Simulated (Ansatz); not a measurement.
ZrAg3 (AuCu3-type structure)

The computed numbers are results of PBE, scalar-relativistic (no spin polarisation) in the plane-wave PAW code Ansatz at 420 eV, Γ-centred 8×8×8 mesh, 0.05 eV Gaussian smearing; PAW files: Ansatz's generated set soft_2.

```
Zr Ag
1.0
     4.27264    0.00000    0.00000
     0.00000    4.27264    0.00000
     0.00000    0.00000    4.27264
Zr Ag
1 3
Direct
  0.00000 0.00000 0.00000
  0.00000 0.50000 0.50000
  0.50000 0.50000 0.00000
  0.50000 0.00000 0.50000
```

The cell came from substitution into a structure type; no database entry of this phase was matched, which doesn't show that none exists.

The run above is the reference. The same cell was run again with other input settings; several of them aren't fit for production, so the rows show the settings' effect and aren't properties of the material.

```tsv
keys changed	outcome	ΔE (meV/atom)	P (GPa)	gap on the mesh (eV)	cell moment (μB)	largest force component (eV/Å)	SCF iterations	rough core-seconds	new warnings
none (reference)	converged	0.0	0.0	metal	–	0.000	–	–	–
kpoints.mp_grid.grid: [8, 8, 8] → [6, 6, 6]	converged	-6.0	-0.2	metal	–	0.000	7	2.8	–
kpoints.mp_grid.grid: [8, 8, 8] → [5, 5, 5]	converged	-13.4	-0.2	metal	–	0.000	8	1.6	–
scf.occupations.method: "gaussian" → "methfessel_paxton"; scf.occupations.width: 0.05 → 0.01	converged	-0.2	0.1	metal	–	0.000	7	4	–
hamiltonian.xc: "pbe" → "r2scan"	converged	–	-2.2	metal	–	0.000	8	13	cutoff below recommended
basis.ecutwfc: 420 → "51.4 Ry"	converged	-1.5	0.0	metal	–	0.000	7	14	–
kpoints.mp_grid.grid: [8, 8, 8] → [4, 4, 4]	converged	-34.6	-0.3	metal	–	0.000	7	1.6	–
scf.lower_state_search: "light"	converged	0.0	0.0	metal	–	0.000	7	5	–
scf.algorithm: "direct_min"; scf.mixing.algorithm: "anderson"; scf.mixing.beta: 0.1; scf.mixing.ndim: 8	converged	0.0	0.0	metal	–	0.000	5	24	–
```

ΔE is the energy with the smearing extrapolated to zero. It is left out where the change alters the Hamiltonian or the spin treatment. The varied runs start from atomic densities (corrected by the program's trained start where that serves), with the default search for lower states unless a row changes it.

(1) What happens with these changes: scf.lower_state_search: "light"; scf.occupations.method: "gaussian" → "fermi_dirac"; scf.occupations.width: 0.05 → 0.2?

Answer:

(1) outcome converged, ΔE (meV/atom) -15.6, P (GPa) 0.0, gap on the mesh (eV) metal, largest force component (eV/Å) 0.000, SCF iterations 7, rough core-seconds 5.
